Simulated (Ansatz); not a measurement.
Nb (bcc (W type), Im-3m) at seven volumes, plane-wave PAW PBE (Ansatz code), scaled uniformly. One row is withheld.

| V (Å³/atom) | P (GPa) |
|---|---|
| 16.484 | 18.94 |
| 17.027 | 11.67 |
| 17.570 | 5.41 |
| 18.114 | 0.00 |
| 18.657 | ? |
| 19.201 | -8.78 |
| 19.744 | -12.32 |

**Question.** Fit the shown pressures and predict the withheld one.

**Answer.** P = (3/2)B₀(x^(7/2) − x^(5/2))[1 + (3/4)(B′ − 4)(x − 1)] with x = (V₀/V)^(2/3). Least squares on the six rows gives V₀ = 18.113 Å³/atom, B₀ = 168 GPa, B′ = 3.79. At V = 18.657, x = 0.9805 and P = -4.70 GPa. The run itself gave -4.70 GPa.

The cell was relaxed with PBE under the symmetry of its start. No spin polarisation was allowed.

Potentials: the earlier of the program's two PAW sets.
